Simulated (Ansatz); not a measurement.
A relaxed cell of Co (P6₃/mmc (No. 194)), relaxed on a k-mesh at least as fine as the one used below. Computed with PBE (plane waves to 420 eV, PAW, scalar-relativistic; Ansatz, a program for electronic structure). Γ-centred k-mesh 15×15×8 on the run's cell (coarser than for final values), Fermi–Dirac smearing 0.05 eV.

```
Co
1.0
    2.49392     0.00000     0.00000
   -1.24696     2.15980     0.00000
    0.00000     0.00000     4.03185
Co
2
Direct
  0.33333   0.66667   0.75000
  0.66667   0.33333   0.25000
```
Spin-polarised start, with parallel moments on Co.

The atoms are displaced by (Å):

```json
[
 {"atom": "Co1", "ux": "0.144", "uy": "0.399", "uz": "-0.150"},
 {"atom": "Co2", "ux": "-0.286", "uy": "0.063", "uz": "0.280"}
]
```

**Question.** What forces (eV/Å) and pressure result?

**Answer.** 
```tsv
atom	Fx	Fy	Fz
Co1	-0.48	-1.03	6.62
Co2	0.48	1.03	-6.62
```

Pressure +35.5 GPa.

**Question.** Estimate the energy cost of the displacement in the harmonic approximation and compare with the calculation.

**Answer.** For a harmonic well ΔE = −½ Σ F·u = 1.699 eV a cell, or 850 meV/atom. The calculated energy relative to the undisplaced cell is +0.73 eV/atom, so anharmonic terms matter at this amplitude.

Spin state reached: ferromagnetic (net 1.61 μB/atom), from parallel starting moments; other spin orders were not run from this start.

The run that gave the undisplaced cell could not lose the symmetry of its start; a randomly shaken copy of 2 atoms returns to this structure.
